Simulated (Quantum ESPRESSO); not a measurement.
```xyz
6
Lattice="3.2800 0.0000 0.0000 -1.6400 2.8405 0.0000 0.0000 0.0000 12.7812" Properties=species:S:1:pos:R:3 pbc="T T T"
Se     0.0000     1.8937    11.2710
Se     1.6400     0.9468     1.5102
Se     1.6400     0.9468     4.8804
Se     0.0000     1.8937     7.9009
W      1.6400     0.9468     9.5859
W      0.0000     1.8937     3.1953
```

Cell and atoms were relaxed with PBE+D3(BJ) from Materials Project entry mp-1821, within its symmetry.

**Question.** What does PBE (Quantum ESPRESSO, PseudoDojo norm-conserving, 86 Ry, scalar-relativistic) give for the electronic structure near the Fermi level?

**Answer.** The PBE gap is indirect, 0.87 eV, from Γ to 43 % of the way from K to Γ; the smallest direct gap is 1.56 eV. Without spin-orbit coupling, band edges of such heavy elements can be off by tenths of an eV.
